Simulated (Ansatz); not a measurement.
**Notes on MnTl2Sb2**

```xyz
10
Lattice="0.0000 0.0000 6.3957 7.1339 0.0000 0.0000 3.5669 6.8078 -3.1978" Properties=species:S:1:pos:R:3 pbc="T T T"
Tl    2.3692    1.9934    0.0000
Tl    8.3316    4.8143    3.1978
Tl    5.9361    4.8143    0.0000
Tl    4.7647    1.9934    3.1978
Sb    4.8803    5.4333    3.1978
Sb    5.8205    1.3745    0.0000
Sb    1.3133    1.3745    3.1978
Sb    9.3875    5.4333    0.0000
Mn    0.0000    0.0000    1.5989
Mn    0.0000    0.0000    4.7967
```

Method: PBE, no spin polarisation; PAW, plane waves to 420 eV, 6×6×6 Γ-centred mesh, fermi-dirac occupations (width 0.0172 eV) (Ansatz 0.2.0), atoms fixed.

(1) Is there a gap?

(2) Give the Bader charges.

(3) What does the stress say?

(4) Describe some of the short contacts.

(5) Where is the largest force?

Origin: a known structure type with other elements, at an estimated volume, so it need not be a known compound. Caveats: no spin polarisation, so a magnetic state may lie lower.

## Answers

(1) It is a metal, with about 7.6 states/eV a cell as the mean within 0.25 eV of the Fermi level, mostly Mn d (58 %), Sb p (19 %) and Tl p (16 %).

(2) Bader charges in e: Mn +0.14, Tl +0.28, Sb -0.35. In the mean Tl gives up most and Sb takes most.

(3) The pressure is 0.0 GPa (compression positive), so with the atoms held at these fractions the cell is close to zero pressure. The principal stresses -1.3, 0.6, 0.6 GPa differ, so its shape would change too.

(4) Sb–Mn at 2.48 Å: least valence density 0.49 e/Å³ and ELF 0.46 there. Tl–Sb at 3.42 Å: least valence density 0.13 e/Å³ and ELF 0.19 there. Tl–Mn at 3.48 Å: least valence density 0.10 e/Å³ and ELF 0.15 there. These are pseudo-fields; inside the PAW spheres they differ from the all-electron ones.

(5) The largest is on Sb5 (and as large on other atoms): 0.54 eV/Å, components (0.36, -0.40, 0.00). It makes 140° with the line to a nearest neighbour, Mn9 at 2.48 Å, pointing away from it.
